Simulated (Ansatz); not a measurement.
Pb3O4:
```cif
data_O8Pb6
_chemical_formula_sum 'Pb6 O8'
_space_group_name_H-M_alt 'P 1'
_space_group_IT_number 1
_cell_length_a 6.95384
_cell_length_b 9.94707
_cell_length_c 3.44948
_cell_angle_alpha 90.000
_cell_angle_beta 90.000
_cell_angle_gamma 90.000
loop_
_space_group_symop_operation_xyz
  'x, y, z'
loop_
_atom_site_label
_atom_site_type_symbol
_atom_site_fract_x
_atom_site_fract_y
_atom_site_fract_z
_atom_site_occupancy
Pb1 Pb 0.00731 0.80995 0.00000 1
Pb2 Pb 0.99269 0.19005 0.00000 1
Pb3 Pb 0.50731 0.69005 0.00000 1
Pb4 Pb 0.49269 0.30995 0.00000 1
Pb5 Pb 0.00000 0.50000 0.50000 1
Pb6 Pb 0.50000 0.00000 0.50000 1
O1 O 0.84414 0.59223 0.00000 1
O2 O 0.15586 0.40777 0.00000 1
O3 O 0.34414 0.90777 0.00000 1
O4 O 0.65586 0.09223 0.00000 1
O5 O 0.85054 0.30940 0.50000 1
O6 O 0.14946 0.69060 0.50000 1
O7 O 0.35054 0.19060 0.50000 1
O8 O 0.64946 0.80940 0.50000 1
```

Relaxed with r²SCAN.

Question: Tabulate the valence density and the electron localisation function along the shortest Pb–Pb contact (3.45 Å), the program Ansatz at the r²SCAN level (PAW).

Answer: 

```tsv
distance from Pb (Å)	density (e/Å³)	ELF
0.34	6.79	0.02
0.52	4.31	0.13
0.69	2.39	0.33
0.86	1.17	0.42
1.03	0.56	0.38
1.21	0.29	0.28
1.38	0.17	0.17
1.55	0.12	0.10
1.72	0.11	0.08
1.90	0.12	0.10
2.07	0.17	0.17
2.24	0.29	0.28
2.41	0.56	0.38
2.59	1.17	0.42
2.76	2.39	0.33
2.93	4.31	0.13
3.10	6.79	0.02
```

The density is the valence pseudo-density with augmentation charge, so density and ELF within about 1 Å of a nucleus are not all-electron values.

Space group Pbam. The workflow started from a Materials Project entry (that database holds measured and hypothetical structures alike); the Crystallography Open Database files this formula in space group No. 55, but the cells were not matched. Whether it is the stable phase at ambient conditions was not checked. Symmetry was held in the r²SCAN relaxation; its stability against distortions is not shown here. Spin–orbit coupling is left out wherever it is not named.

Potentials: the later of the program's two PAW sets.
